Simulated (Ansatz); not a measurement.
Os (hcp, Mg type)

```xyz
4
Lattice="5.5097 0.0000 0.0000 -1.3774 2.3858 0.0000 0.0000 0.0000 4.3443" Properties=species:S:1:pos:R:3 pbc="T T T"
Os     0.0000     1.5905     3.2582
Os     2.7549     1.5905     3.2582
Os     1.3774     0.7953     1.0861
Os     4.1323     0.7953     1.0861
```

In each cell atom 1 (Os, nearest neighbour Os at 2.692 Å; its periodic images, 2.8 Å or more away, move with it) moves by s·(0.707, 0.707, 0.000) (along Cartesian [110]), the rest being held.

Calculation: PBE (plane waves to 420 eV, PAW, scalar-relativistic; Ansatz, a quantum-chemistry and plane-wave program). k mesh 8×16×9 (Γ-centred), Fermi-Dirac smearing 0.05 eV. The energy includes the smearing's −TS. With partly filled bands, energies and forces of such displacements shift with the k mesh and the smearing. Os is run without spin polarisation. Os was relaxed with its symmetry unable to fall. Spin-orbit coupling is left out, though Os is heavy. ΔE is measured from the undisplaced structure. The last digit holds for this mesh only.

| s (Å) | ΔE (meV/cell) |
|---|---|
| -0.540 | 2868.8 |
| -0.432 | 1658.5 |
| -0.324 | withheld |
| -0.216 | 353.9 |
| -0.108 | 87.0 |
| 0.000 | 0.0 |
| 0.108 | 86.2 |
| 0.216 | 355.3 |
| 0.324 | 846.1 |
| 0.432 | 1607.7 |
| 0.540 | 2693.9 |

Task: Fit a polynomial form (powers 2, 3, 4) to the given rows and predict ΔE at s = -0.324.

Result: Least squares on the 10 given rows: ΔE = (7364)·s² + (-499.3)·s³ + (7458)·s⁴, in meV/cell with s in Å; root-mean-square residual 8.84 meV/cell. At -0.324 the fit gives 872.2 meV/cell; the calculation gives 849.3 meV/cell, so the interpolation is off by 22.9 (+2.7 %). The quadratic term alone would give 773.0 meV/cell.

(A displaced cell: forces are minus the slopes of the energy, force constants its curvatures, and phonons follow from these.)
